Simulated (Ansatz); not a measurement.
TiGeSb:
```
TiGeSb
1.0
    3.70132     0.00000     0.00000
    0.00000     3.70132     0.00000
    0.00000     0.00000     8.23983
Ti Ge Sb
2 2 2
Cartesian
  1.85066   0.00000   2.03634
  0.00000   1.85066   6.20349
  0.00000   0.00000   0.00000
  1.85066   1.85066   0.00000
  1.85066   0.00000   5.07715
  0.00000   1.85066   3.16268
```

Relaxed with r²SCAN. Special points in fractions of this cell's reciprocal vectors: Γ (0.000, 0.000, 0.000); X (0.000, 0.500, 0.000); M (0.500, 0.500, 0.000); Z (0.000, 0.000, 0.500); R (0.000, 0.500, 0.500); A (0.500, 0.500, 0.500).

List the band energies nearest the Fermi level at these points for the program Ansatz at the r²SCAN level (PAW).

In eV from the Fermi level; about four levels below and three above (degenerate sets whole), none deeper than 8.9 eV; points with the same levels are listed once.

```csv
k,below,above
Γ,-2.49 -2.49 -1.43 -1.43 -1.06,0.39 0.55 0.55
X,-1.00 -1.00 -0.06 -0.06,1.93 1.93 2.36 2.36
M,-2.35 -2.35 -1.37 -1.37,2.15 2.15 2.35 2.35
Z,-1.54 -1.54 -1.24 -1.17,0.44 0.98 1.07 1.07
R,-1.14 -1.14 -0.38 -0.38,0.29 0.29 2.02 2.02
A,-1.79 -1.79 -1.71 -1.71,1.91 1.91 2.15 2.15
```

Space group P4/nmm. The workflow started from an entry of the Crystallography Open Database (COD, 295 K). Whether it is the stable phase at ambient conditions was not checked. The r²SCAN relaxation kept the symmetry of its start; its stability against distortions is not shown here. The run is not spin-polarised. Scalar-relativistic: spin–orbit coupling is off unless named, which matters more the heavier the elements.

Potentials: the later of the program's two PAW sets.
